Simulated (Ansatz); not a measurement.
SrTiO₃:
```yaml
crystal:
  lattice:
    - [3.89143, 0.00000, 0.00000]
    - [0.00000, 3.89143, 0.00000]
    - [0.00000, 0.00000, 3.89143]
  atoms:
    - { symbol: Sr, position: [0.00000, 0.00000, 0.00000] }
    - { symbol: Ti, position: [0.50000, 0.50000, 0.50000] }
    - { symbol: O, position: [0.50000, 0.00000, 0.50000] }
    - { symbol: O, position: [0.00000, 0.50000, 0.50000] }
    - { symbol: O, position: [0.50000, 0.50000, 0.00000] }
```

Plane-wave PAW PBEsol (Ansatz code) gives a gap of 1.86 eV without spin–orbit coupling, maximum at R, minimum at Γ.

Question: What happens when spin–orbit coupling is switched on?

Answer: The gap shrinks by 0.02 eV, to 1.84 eV; maximum at R, minimum at Γ.

Question: Give the electron effective mass with spin–orbit coupling, band 1 of 2 at the edge.

Answer: 1.0 along [100], 0.71 along [110], 0.59 along [111] (mₑ).

Question: Give the electron effective mass with spin–orbit coupling, band 2 of 2 at the edge.

Answer: 0.37 along [100], 0.44 along [110], 0.50 along [111] (mₑ).

Space group Pm-3m (cubic perovskite). Symmetry was held in the PBEsol relaxation. At this level the phase is dynamically unstable (imaginary phonons). No spin polarisation was allowed.

Potentials: the earlier of the program's two PAW sets.
